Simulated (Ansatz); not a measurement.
K2Sn2O3 in space group I2_13 (No. 199; K on 8a, Sn on 8a, O on 12b) under volume change, r²SCAN (plane waves, PAW; program Ansatz), shape and atoms relaxed at each volume.

```tsv
V (Å³/atom)	E − E(relaxed) (meV/atom)	P (GPa)
18.991	17.0	3.20
19.617	7.1	1.93
20.243	1.6	0.87
20.869	0.0	-0.01
21.495	1.5	-0.73
22.121	5.5	-1.30
22.747	11.5	-1.76
```

Q: What does a third-order Birch–Murnaghan fit give for V₀, B₀ and B′?

A: V₀ = 20.87 Å³/atom, B₀ = 26.1 GPa, B′ = 5.6.

The workflow started from a Materials Project entry (that database holds measured and hypothetical structures alike); the Crystallography Open Database copy checked does not list it. COD files the formula under space group No. 166. Whether it is the stable phase at ambient conditions was not checked. The cell was relaxed with r²SCAN under the symmetry of its start; whether a distortion lowers the energy is not shown. Scalar-relativistic: spin–orbit coupling is off unless named, which matters more the heavier the elements.

Potentials: the earlier of the program's two PAW sets.
